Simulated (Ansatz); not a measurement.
Input:

Relaxed LaTl₃ (Cu3Au type):

```yaml
crystal:
  lattice:
    - [9.47588, 0.00000, 0.00000]
    - [0.00000, 4.73794, 0.00000]
    - [0.00000, 0.00000, 4.73794]
  atoms:
    - { symbol: La, position: [0.00000, 0.00000, 0.00000] }
    - { symbol: La, position: [0.50000, 0.00000, 0.00000] }
    - { symbol: Tl, position: [0.00000, 0.50000, 0.50000] }
    - { symbol: Tl, position: [0.50000, 0.50000, 0.50000] }
    - { symbol: Tl, position: [0.25000, 0.00000, 0.50000] }
    - { symbol: Tl, position: [0.75000, 0.00000, 0.50000] }
    - { symbol: Tl, position: [0.25000, 0.50000, 0.00000] }
    - { symbol: Tl, position: [0.75000, 0.50000, 0.00000] }
```

The atoms are displaced by Q × the pattern below (from a DFPT mode at X = (0.5, 0.0, 0.0), largest move 1; Q in Å), at fixed cell. (q is in reciprocal vectors of the primitive cell; the cell shown is doubled to hold the pattern.)

| atom | x | y | z |
|---|---|---|---|
| Tl5 | -1.000 | 0.000 | 0.000 |
| Tl6 | 1.000 | 0.000 | 0.000 |
| Tl7 | 1.000 | 0.000 | 0.000 |
| Tl8 | -1.000 | 0.000 | 0.000 |

Atoms not listed stay in place.

All values below come from LDA (plane waves to 420 eV, PAW, scalar-relativistic; Ansatz, a quantum-chemistry and plane-wave program). k mesh 5×10×10 (Γ-centred), Fermi-Dirac smearing 0.05 eV. The energy includes the smearing's −TS. With partly filled bands, energies and forces of such displacements shift with the k mesh and the smearing. LaTl3 is run without spin polarisation. LaTl3 was relaxed with its symmetry unable to fall. Spin-orbit coupling is left out, though Tl is heavy. ΔE is measured from the undisplaced structure.

The scan covers Q from -0.180 to 0.180 Å in 13 points.

### Question
Which space group does the distorted structure have?

### Answer
P4_2/mmc (No. 131), lowered from Pm-3m.

### Question
What is the energy change at Q = 0.180 Å?

### Answer
233 meV/cell.

### Question
What harmonic wavenumber does the curvature at Q = 0 give?

### Answer
69 cm⁻¹.

(For displaced atoms, the force is minus the slope of the energy, and its curvature is a force constant, which sets phonon frequencies.)
